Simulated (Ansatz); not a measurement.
One crystal and one scan (scan of one atom of the cell) at two levels, PBE (plane waves to 420 eV, PAW, scalar-relativistic; Ansatz, a quantum-chemistry and plane-wave program) and r2SCAN (plane waves to 500 eV, PAW, scalar-relativistic; Ansatz), each from its own relaxed cell and on its own mesh.

The crystal is BaTiO3 (cubic perovskite); one O atom of a 5-atom cell moves by s towards the nearest neighbour, with its periodic images.

The energy includes the smearing's −TS. BaTiO3 is run without spin polarisation. BaTiO3 was relaxed with its symmetry unable to fall. The PAW data are Ansatz's earlier set. This is a high-temperature form of BaTiO3.

| quantity | run 1 | run 2 |
|---|---|---|
| Lattice constant a (Å) | 3.994 | 4.019 |
| Force constant k = d²E/ds² at s = 0 (finite differences) (eV/Å²) | 4.98 | 4.18 |

**Question.** Which run is which level?

**Answer.** Run 2 is PBE, run 1 is r2SCAN. PBE gives the higher value for: lattice constant a. PBE gives the lower value for: force constant k = d²E/ds² at s = 0. Both give the same shape of the curve: a single well with its minimum at or next to zero displacement. Neither level is exact: the differences show how much the result hangs on the functional.

(For displaced atoms, the force is minus the slope of the energy, and its curvature is a force constant, which sets phonon frequencies.)
